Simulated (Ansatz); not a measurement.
# Vibrations of Na (Im-3m) by finite displacements

```
CELL_PARAMETERS angstrom
-2.08445 2.08445 2.08445
2.08445 -2.08445 2.08445
2.08445 2.08445 -2.08445
ATOMIC_POSITIONS crystal
Na 0.00000 0.00000 0.00000
```

Conventional cell: a = 4.169 Å, b = 4.169 Å, c = 4.169 Å, α = 90.00°, β = 90.00°, γ = 90.00°. Around Na (atom 1) lie 8 Na at 3.61 Å.

Unless marked otherwise, the numbers come from PBEsol, all-electron LAPW in Ansatz 0.2.0, scalar-relativistic. k mesh 16×16×16, Fermi-Dirac smearing of 0.050 eV, basis error target 1 meV/atom. The cell was relaxed by PAW under this functional, which moved its volume by -8 % from the database entry's.

Atoms are displaced by 0.01 Å in the smallest supercells that hold the wave vectors of a 4×4×4 mesh. Negative values stand for unstable modes.

Question: What are the phonon energies at the solved wave vectors, in THz?

Answer: 

```tsv
q	point	modes (THz)
0.250 0.000 0.000	–	0.62, 1.88, 2.84
0.500 0.000 0.000	N	0.87, 2.65, 3.92
0.250 0.250 0.000	–	1.62, 2.85, 3.69
0.250 0.250 0.250	P	3.02 (×3)
-0.250 0.250 0.250	–	2.70 (×2), 2.76
0.500 0.500 0.250	–	2.62, 3.29, 3.85
0.500 0.500 0.500	H	3.79 (×3)
```

Question: Is the structure dynamically stable at these wave vectors?

Answer: Yes, no mode is unstable there; wave vectors off this mesh aren't tested.

Question: How well do frozen-core PAW files reproduce these all-electron values?

Answer: With a cutoff of 420 eV and displacements of 0.0025 Å, the r.m.s. difference over the modes is 0.0 cm⁻¹; the largest difference is 95.2 (PAW) against 95.1 cm⁻¹ (LAPW).

Question: The cell is scaled evenly to 35.684 and 36.771 Å³ (from 36.227), with free atoms relaxed and the shape held. What are the mode Grüneisen parameters γ = −d ln ω/d ln V?

Answer: For the highest mode, 133.9 cm⁻¹ in the small cell and 127.9 in the large one give γ ≈ 1.53. From the change of the dynamical matrix on each mode:

| point | cm⁻¹ | γ |
| --- | --- | --- |
| 0.25/0/0 | 20.7 | 1.29 |
| 0.25/0/0 | 62.7 | 0.77 |
| 0.25/0/0 | 94.7 | 1.40 |
| N | 28.9 | 1.44 |
| N | 88.5 | 0.79 |
| N | 130.8 | 1.54 |
| 0.25/0.25/0 | 53.9 | 1.03 |
| 0.25/0.25/0 | 95.1 | 1.25 |
| 0.25/0.25/0 | 123.0 | 1.40 |
| P | 100.8 | 1.42 |
| -0.25/0.25/0.25 | 90.1 | 0.96 |
| -0.25/0.25/0.25 | 92.2 | 1.58 |
| 0.5/0.5/0.25 | 87.4 | 1.15 |
| 0.5/0.5/0.25 | 109.8 | 1.02 |
| 0.5/0.5/0.25 | 128.4 | 1.33 |
| H | 126.3 | 1.12 |

Weighted by the modes' heat capacities at 300 K, the mean on this mesh is 1.20; it moves with the q mesh, and a coarse one overweights the zone boundary.

Dispersion interpolated along Gamma–H–N–Gamma–P–H–P–N (exact only at the mesh points), cm⁻¹:

```csv
distance (Å⁻¹),ω1,ω2,ω3
0.000,0,0,0
0.502,63,63,70
1.005,109,110,110
1.507,126,126,126
1.862,108,118,127
2.218,64,100,130
2.573,29,88,131
2.928,26,77,115
3.283,14,44,68
3.639,0,0,0
4.074,36,36,83
4.509,73,73,121
4.944,101,101,101
5.379,58,117,117
5.814,95,124,124
6.249,126,126,126
6.684,95,124,124
7.119,58,117,117
7.554,101,101,101
7.806,76,98,119
8.057,47,92,129
8.308,29,88,131
```

Keep in mind: responses of metals move with mesh and smearing; the frozen-core PAW files of the compared runs were fitted under PBE, their cores solved anew for this functional.
